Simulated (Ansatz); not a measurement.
CuCl:
```
CuCl
1.0
    0.00000     2.60374     2.60374
    2.60374     0.00000     2.60374
    2.60374     2.60374     0.00000
Cu Cl
1 1
Direct
  0.00000   0.00000   0.00000
  0.75000   0.75000   0.75000
```

Tensor components refer to the Cartesian frame of this cell.

Task: Give the proper piezoelectric stress tensor with relaxed ions from LDA in the plane-wave PAW code Ansatz.

Result: In C/m², rows x, y, z, Voigt columns; mesh uncertainty up to 0.01.
```
 0.00   0.00   0.00  -0.41   0.00   0.00
 0.00   0.00   0.00   0.00  -0.41   0.00
 0.00   0.00   0.00   0.00   0.00  -0.41
```

The elastic tensor of the same run (GPa):

|  | 1 | 2 | 3 | 4 | 5 | 6 |
|---|---|---|---|---|---|---|
| 1 | 83.7 | 69.7 | 69.7 | 0.0 | 0.0 | 0.0 |
| 2 | 69.7 | 83.7 | 69.7 | 0.0 | 0.0 | 0.0 |
| 3 | 69.7 | 69.7 | 83.7 | 0.0 | 0.0 | 0.0 |
| 4 | 0.0 | 0.0 | 0.0 | 18.2 | 0.0 | 0.0 |
| 5 | 0.0 | 0.0 | 0.0 | 0.0 | 18.2 | 0.0 |
| 6 | 0.0 | 0.0 | 0.0 | 0.0 | 0.0 | 18.2 |

Task: Convert to strain constants d = e·S.

Result: In pC/N:
```
  0.0    0.0    0.0  -22.5    0.0    0.0
  0.0    0.0    0.0    0.0  -22.5    0.0
  0.0    0.0    0.0    0.0    0.0  -22.5
```

Space group F-43m (zinc blende). The cell was relaxed with LDA under the symmetry of its start. The run is not spin-polarised. Signs of piezoelectric constants follow the polarity of the cell as given.

Potentials: the earlier of the program's two PAW sets. The files were generated under PBE; for other functionals the program regenerates the frozen cores, and for LDA and PBEsol the local potential too.
